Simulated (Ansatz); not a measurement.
Polymorphs of CaSnF$_{6}$

10 relaxations of CaSnF6 ended in 3 distinct structures. Level of theory: r2SCAN (plane waves to 500 eV, PAW, scalar-relativistic; Ansatz, a first-principles code).

```csv
#,space group,Pearson,type,E − E(lowest) (eV/atom),V (Å³/atom),"gap (eV, no SOC)",runs ending here,spin order
1,R-3,hR8,–,0.000,17.10,6.70,7,non-magnetic
2,Fm-3m,cF32,–,0.002,18.70,6.67,2,non-magnetic
3,P4/mmm,tP8,–,1.57,53.36,0.00,1,ferromagnetic
```

R-3, hR8, non-magnetic is the lowest among the structures calculated here, level within the accuracy with Fm-3m, cF32, non-magnetic.

CaSnF₆ is taken in the trigonal space group R-3, hexagonal axes (No. 148), Pearson symbol hR8. Lattice parameters: a = b = 5.676 Å, c = 14.710 Å, α = β = 90.00°, γ = 120.00°. Ca on 3a is coordinated by 6 F at 2.250 Å (octahedral). Sn on 3b is surrounded by 6 F at 1.970 Å (octahedral). F on 18f has 1 Sn at 1.970 Å and 1 Ca at 2.250 Å (bent). (Neighbours: up to the widest gap in distance over summed covalent radii, below 1.35, at either atom; cation-cation and far metal-metal contacts left out.)
(The calculation used a cell of 8 atoms; values per cell refer to that cell.)

Each run could gain symmetry but not lose that of its start, so entries can be saddle points. From databases, or of a type measured for this composition: R-3, hR8, non-magnetic; Fm-3m, cF32, non-magnetic; the others are generated cells (placed on structure types, drawn at random, substituted or restacked) that were not matched to a known phase here. Each structure is listed in the lowest spin state found for it. Static energies at zero pressure. Spin states reached: non-magnetic, ferromagnetic; non-magnetic ones ran without spin or lost their moments; spin orders were not searched systematically.
